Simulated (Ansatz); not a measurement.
Ca:
```xyz
1
Lattice="3.4930 0.0000 0.0000 0.0000 3.4930 0.0000 0.0000 0.0000 3.4930" Properties=species:S:1:pos:R:3 pbc="T T T"
Ca     0.0000     0.0000     0.0000
```

Relaxed with r²SCAN. Special points in fractions of this cell's reciprocal vectors: Γ (0.000, 0.000, 0.000); X (0.000, 0.500, 0.000); M (0.500, 0.500, 0.000); R (0.500, 0.500, 0.500).

Problem. List the band energies nearest the Fermi level at these points for r²SCAN (plane waves, PAW; program Ansatz).

Solution. In eV from the Fermi level; about four levels below and three above (degenerate sets whole), none deeper than 8.9 eV; points with the same levels are listed once.

```
k        below                     above
-  -----------  ------------------------
Γ        -4.13  1.06 1.06 4.48 4.48 4.48
X  -1.12 -0.70            1.62 3.17 3.17
M        -0.44            1.22 2.47 2.47
R            –            0.76 0.76 0.76
```

Space group Pm-3m (simple cubic). This is a known high-pressure phase of the composition, computed here at zero pressure and temperature. The r²SCAN relaxation kept the symmetry of its start. At this level the phase is dynamically unstable (imaginary phonons).

Potentials: the later of the program's two PAW sets.
